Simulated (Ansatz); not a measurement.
GaSb:
```
CELL_PARAMETERS angstrom
      0.00000     2.89887     2.89887
      2.89887     0.00000     2.89887
      2.89887     2.89887     0.00000
ATOMIC_POSITIONS crystal
  Sb 0.00000 0.00000 0.00000
  Ga 0.50000 0.50000 0.50000
```

Relaxed with PBE. Special points in fractions of this cell's reciprocal vectors: Γ (0.000, 0.000, 0.000); X (0.500, 0.000, 0.500); U (0.625, 0.250, 0.625); K (0.375, 0.375, 0.750); L (0.500, 0.500, 0.500); W (0.500, 0.250, 0.750).

Question: List the band energies nearest the Fermi level at these points for plane-wave PAW PBE with spin–orbit coupling (Ansatz code).

Answer: In eV from the Fermi level; about four levels below and three above (degenerate sets whole), none deeper than 8.9 eV; points with the same levels are listed once.

```json
[
 {"k": "Γ", "below": "-0.24 -0.24 -0.18 -0.18", "above": "0.45 0.45 0.45 0.45"},
 {"k": "X", "below": "-2.41 -2.41 -2.08 -2.08", "above": "3.16 3.16 8.58 8.58"},
 {"k": "U", "below": "-1.63 -1.63 -0.61 -0.61", "above": "5.44 5.44 6.15 6.15"},
 {"k": "L", "below": "-7.21 -7.21", "above": "0.26 0.26 0.79 0.79"},
 {"k": "W", "below": "-3.99 -3.99 -3.79 -3.79", "above": "2.15 2.15 3.37 3.37"}
]
```

Space group Fm-3m (rock salt). The cell is a constructed one: a structure type filled with these elements; neither database checked (COD, Materials Project) lists it. It is not the phase usual at ambient conditions (space group No. 216). The PBE relaxation kept the symmetry of its start; of distortions, only those at the zone centre were tested.

Potentials: the later of the program's two PAW sets.
